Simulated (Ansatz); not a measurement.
Ba2YHO3:
```cif
data_H2Ba4O6Y2
_chemical_formula_sum 'Y2 O6 H2 Ba4'
_space_group_name_H-M_alt 'I4mm'
_space_group_IT_number 107
_space_group_name_Hall 'I 4 -2'
_cell_length_a 4.38867
_cell_length_b 4.38867
_cell_length_c 13.56531
_cell_angle_alpha 90.000
_cell_angle_beta 90.000
_cell_angle_gamma 90.000
loop_
_atom_site_label
_atom_site_type_symbol
_atom_site_symmetry_multiplicity
_atom_site_Wyckoff_symbol
_atom_site_fract_x
_atom_site_fract_y
_atom_site_fract_z
_atom_site_occupancy
Y1 Y 2 a 0.00000 0.00000 0.01165 1
O1 O 4 b 0.00000 0.50000 0.49242 1
O2 O 2 a 0.00000 0.00000 0.17229 1
H1 H 2 a 0.00000 0.00000 0.83113 1
Ba1 Ba 2 a 0.00000 0.00000 0.36345 1
Ba2 Ba 2 a 0.00000 0.00000 0.63663 1
```
(The calculation used a cell of 7 atoms; values per cell refer to that cell.)

Relaxed with r²SCAN. DFT-r²SCAN in the program Ansatz with PAW potentials gives a gap of 4.14 eV.

What gap does HSE06 give on the same cell (Ansatz, PAW)?

5.01 eV, 0.87 eV more. The hybrid was solved on a coarser mesh and at special points; the gap given is the minimum over both.

Cost on shared cores: the r²SCAN run (SCF on a 9×9×9 mesh, then bands and DOS) around 7 core-minutes (rough), the HSE06 run (SCF on 5×5×5, then a few points) very roughly 6 core-minutes; the tasks are unlike.

The start of the workflow was typed in or built on a structure type; neither database checked (COD, Materials Project) lists it. Its standing as an ambient phase is unchecked. Symmetry was held in the r²SCAN relaxation; whether a distortion lowers the energy is not shown. The run is not spin-polarised. Spin–orbit coupling is left out wherever it is not named.

Potentials: the earlier of the program's two PAW sets. The files were generated under PBE; for other functionals the program regenerates the frozen cores, and for LDA and PBEsol the local potential too.
